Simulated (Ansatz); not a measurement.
Te$_{2}$Pd:
```
Te2Pd
1.0
    4.01060     0.00000     0.00000
   -2.00530     3.47328     0.00000
    0.00000     0.00000     5.03299
Pd Te
1 2
Direct
  0.00000   0.00000   0.00000
  0.33333   0.66667   0.26729
  0.66667   0.33333   0.73271
```

Relaxed with LDA.

Map the electron localisation function on the plane through (0.000, 0.000, 0.000) spanned by u = [0, 0, 1] and v = [1, -1, 0] in lattice vectors, from DFT-LDA in the program Ansatz with PAW potentials.

x is the fraction of u, y of v (the angle between them is 90°; rows are the nearest grid lines); atoms in the plane: Pd at (0.00, 0.00), Te at (0.27, 0.33), Te at (0.73, 0.67).
```
|-+#@#+--:..    ..:--+#@#+-|
|#%%%*=--:..    .::--=+####|
|%@%#=---:..   .:-===-=+*#%|
|===----:.....-+#%%@%#+=-==|
|------::....-+%@@@@@@%#+=-|
|+-::......:=#@@%##**##%%#+|
|+-:...  ..:+%@%%*-::=*###+|
|+-.      .=#@@%+.    :***+|
|+-.      .=%@@%+. .  :+**+|
|+-........-*@@%#+:..-+###+|
|=:::::--::-=#@@%#*++*###*=|
|--=+##%%%#*++*#%%%%####*=-|
|-=*####%%%%#*++*#%%%##+=--|
|=*###*++*#%@@#=-::--:::::=|
|+###+-..:+#%@@*-........-+|
|+**+:  . .+%@@%=.      .-+|
|+***:    .+%@@#=.      .-+|
|+###*=::-*%%@%+:..  ...:-+|
|+#%%##**##%@@#=:......::-+|
|-=+#%@@@@@@%+-....::------|
|==-=+#%@%%#+-.....:----===|
|%#*+=-===-:.   ..:---=#%@%|
|####+=--::.    ..:--=*%%%#|
|-+#@#+--:..    ..:--+#@#+-|
```
Scale: ten equal steps from -0.004 (start of ' ') to 0.625 (end of '@'), in the order ' .:-=+*#%@'; x runs from 0.000 to 1.00, y from 0.000 (bottom) to 1.00 (top).

The density is the valence pseudo-density with augmentation charge, so density and ELF within about 1 Å of a nucleus are not all-electron values.

Space group P-3m1. The workflow started from an entry of the Crystallography Open Database (COD). Whether it is the stable phase at ambient conditions was not checked. Symmetry was held in the LDA relaxation; its stability against distortions is not shown here. The run is not spin-polarised. A crystal of weakly bound layers computed without a dispersion correction: the cell and the soft elastic constants depend strongly on that. Scalar-relativistic: spin–orbit coupling is off unless named, which matters more the heavier the elements.

Potentials: the later of the program's two PAW sets.
